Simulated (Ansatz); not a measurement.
Crystals of one structure type (rock salt) and one family of elements, relaxed and computed with LDA (plane waves, PAW; program Ansatz).

| crystal | V (Å³/atom) | B₀ by P(V) fit (GPa) |
|---|---|---|
| LiCl | 15.29 | 40.8 |
| KF | 17.20 | 43.7 |
| LiBr | 18.71 | 33.3 |
| NaCl | 20.39 | 32.0 |
| NaI | 30.66 | ? |
| RbCl | 32.43 | 21.8 |
| KI | 39.61 | 16.0 |

Task: Fit a straight line to ln B₀ against ln V and predict the withheld value.

Result: Least squares on the 6 shown rows: ln B₀ = -1.00 × ln V + (6.498), with a scatter of 7 %. For NaI this gives 21.7. The run itself gave 20.8, within the scatter.

All cells were relaxed under the symmetry of their starts (and spin orders); stability against distortions was not tested throughout. Scalar-relativistic: spin–orbit coupling is off unless named, which matters more the heavier the elements.

Potentials: the later of the program's two PAW sets.
